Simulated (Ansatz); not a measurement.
Start of a relaxation of AlB2As3:

```
Al B As
1.0
     5.93978    0.00000    0.00000
    -2.96989    5.14400    0.00000
     0.00000    0.00000    3.27791
Al B As
1 2 3
Direct
  0.00000 0.00000 0.00000
  0.33333 0.66667 0.00000
  0.66667 0.33333 0.00000
  0.50000 0.00000 0.50000
  0.50000 0.50000 0.50000
  0.00000 0.50000 0.50000
```

Method: DFT PBE, scalar-relativistic, plane waves, PAW in Ansatz. Cutoff 420 eV, Gaussian smearing, Γ-centred meshes. Cell and atoms relax on a converged mesh. In metals the finer mesh still leaves noise of several meV/atom or more. The steps can't lower the symmetry of their start. No spin polarisation.

A guess keeps its type if space group and coordination stay and the shape of the cell changes little (axis ratios within about 15 %, angles within 6°); the volume may change.

Question: Does this structure survive the relaxation?

Answer: It keeps its type. The symmetry stays P6/mmm (No. 191). The volume per atom shrinks by 5.9 %, from 16.7 to 15.7 Å³. The shortest distance goes from 2.37 Å (B–As) to 2.31 Å (B–As). The ratio c/a of the conventional cell changes by a factor of 0.95. Counting neighbours within 15 % of an atom's shortest distance, the start has Al 20, As 4, B 6 and the end Al 20, As 4, B 6.

The last run used a 6×6×12 mesh (in the run's order of axes) for its 6-atom cell and Gaussian smearing of 0.10 eV. A structure relaxed within its symmetry needn't be a true minimum. Another cell of AlB2As3 relaxed alike, in Cmmm, lies 0.42 eV/atom lower, so this cell isn't the stable form at this level.
